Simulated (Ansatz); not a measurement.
A relaxation computed with Ansatz, from input to last step.

```yaml
crystal:
  lattice:
    - [-1.8996082674, 1.8996082674, 4.8485069703]
    - [1.8996082674, -1.8996082674, 4.8485069703]
    - [1.8996082674, 1.8996082674, -4.8485069703]
  atoms:
    - { symbol: Ti, position: [0.0, 0.0, 0.0] }
    - { symbol: Ti, position: [0.75, 0.25, 0.5] }
    - { symbol: O, position: [0.2064947456, 0.2064947456, 0.0] }
    - { symbol: O, position: [0.9564947456, 0.4564947456, 0.5] }
    - { symbol: O, position: [0.5435052544, 0.0435052544, 0.5] }
    - { symbol: O, position: [0.7935052544, 0.7935052544, 0.0] }
basis:
  ecutwfc: 420
kpoints:
  mp_grid: { grid: [10, 10, 10] }
hamiltonian:
  xc: pbe
  dispersion: d3bj
scf:
  occupations: { method: gaussian, width: 0.02 }
output:
  forces: true
  stress: true
  eigenvalues: true
relax:
  adjacent_minimum: "off"
  f_tol: 0.005
  max_steps: 50
  cell: { stress_tol: 0.05 }
```

```bash
ansatz run input.yaml --threads 2 --pin off --max-ram 5120MiB --backend cpu --events-out ev --progress --plain --runs-dir out
```

These are results of DFT PBE+D3(BJ), scalar-relativistic, plane waves, PAW in Ansatz, not measurements.

Of 7 frames 6 are shown, positions in Å and forces in eV/Å; the SCF threshold varies from step to step. Steps run on the plane waves of an earlier cell, with a Pulay correction in the pressure. The basis is chosen afresh for the last frame, the zero of the energies, and at times for earlier ones too; energy and pressure step there, also at an unchanged geometry.

```xyz
6
Lattice="-1.8996 1.8996 4.8485 1.8996 -1.8996 4.8485 1.8996 1.8996 -4.8485" Properties=species:S:1:pos:R:3:forces:R:3 pbc="T T T" step=1 free_energy_over_end_meV_per_atom=2.31 pressure_GPa=-3.27
Ti    0.0000    0.0000    0.0000    0.0000    0.0000    0.0000
Ti    0.0000    1.8996    2.4243    0.0000    0.0000    0.0000
O     0.0000    0.0000    2.0024    0.0000    0.0000    0.0075
O     0.0000    1.8996    4.4266    0.0000    0.0000    0.0075
O     0.0000    1.8996    0.4219    0.0000    0.0000   -0.0075
O     0.0000    0.0000    7.6946    0.0000    0.0000   -0.0075
6
Lattice="-1.8939 1.8939 4.8180 1.8939 -1.8939 4.8180 1.8939 1.8939 -4.8180" Properties=species:S:1:pos:R:3:forces:R:3 pbc="T T T" step=2 free_energy_over_end_meV_per_atom=-0.22 pressure_GPa=-0.95
Ti    0.0000    0.0000    0.0000    0.0000    0.0000    0.0000
Ti    0.0000    1.8939    2.4090    0.0000    0.0000    0.0000
O     0.0000    0.0000    1.9960    0.0000    0.0000    0.0195
O     0.0000    1.8939    4.4050    0.0000    0.0000    0.0195
O     0.0000    1.8939    0.4129    0.0000    0.0000   -0.0195
O     0.0000    0.0000    7.6399    0.0000    0.0000   -0.0195
6
Lattice="-1.8921 1.8921 4.7992 1.8921 -1.8921 4.7992 1.8921 1.8921 -4.7992" Properties=species:S:1:pos:R:3:forces:R:3 pbc="T T T" step=3 free_energy_over_end_meV_per_atom=-0.76 pressure_GPa=0.09
Ti    0.0000    0.0000    0.0000    0.0000    0.0000    0.0000
Ti    0.0000    1.8921    2.3996    0.0000    0.0000    0.0000
O     0.0000    0.0000    1.9935    0.0000    0.0000    0.0088
O     0.0000    1.8921    4.3931    0.0000    0.0000    0.0088
O     0.0000    1.8921    0.4061    0.0000    0.0000   -0.0088
O     0.0000    0.0000    7.6049    0.0000    0.0000   -0.0088
6
Lattice="-1.8932 1.8932 4.7930 1.8932 -1.8932 4.7930 1.8932 1.8932 -4.7930" Properties=species:S:1:pos:R:3:forces:R:3 pbc="T T T" step=4 free_energy_over_end_meV_per_atom=-0.78 pressure_GPa=0.00
Ti    0.0000    0.0000    0.0000    0.0000    0.0000    0.0000
Ti    0.0000    1.8932    2.3965    0.0000    0.0000    0.0000
O     0.0000    0.0000    1.9931    0.0000    0.0000   -0.0011
O     0.0000    1.8932    4.3896    0.0000    0.0000   -0.0011
O     0.0000    1.8932    0.4034    0.0000    0.0000    0.0011
O     0.0000    0.0000    7.5929    0.0000    0.0000    0.0011
6
Lattice="-1.8932 1.8932 4.7930 1.8932 -1.8932 4.7930 1.8932 1.8932 -4.7930" Properties=species:S:1:pos:R:3:forces:R:3 pbc="T T T" step=5 free_energy_over_end_meV_per_atom=-0.01 pressure_GPa=-0.13
Ti    0.0000    0.0000    0.0000    0.0000    0.0000    0.0000
Ti    0.0000    1.8932    2.3965    0.0000    0.0000    0.0000
O     0.0000    0.0000    1.9931    0.0000    0.0000   -0.0013
O     0.0000    1.8932    4.3896    0.0000    0.0000   -0.0013
O     0.0000    1.8932    0.4034    0.0000    0.0000    0.0013
O     0.0000    0.0000    7.5929    0.0000    0.0000    0.0013
6
Lattice="-1.8935 1.8935 4.7870 1.8935 -1.8935 4.7870 1.8935 1.8935 -4.7870" Properties=species:S:1:pos:R:3:forces:R:3 pbc="T T T" step=7 free_energy_over_end_meV_per_atom=0.00 pressure_GPa=-0.01
Ti    0.0000    0.0000    0.0000    0.0000    0.0000    0.0000
Ti    0.0000    1.8935    2.3935    0.0000    0.0000    0.0000
O     0.0000    0.0000    1.9920    0.0000    0.0000    0.0004
O     0.0000    1.8935    4.3855    0.0000    0.0000    0.0004
O     0.0000    1.8935    0.4015    0.0000    0.0000   -0.0004
O     0.0000    0.0000    7.5820    0.0000    0.0000   -0.0004
```

The run took 21 s on 2 threads of Intel(R) Xeon(R) 6975P-C (Granite Rapids) (shared host), peak memory 0.51 GiB.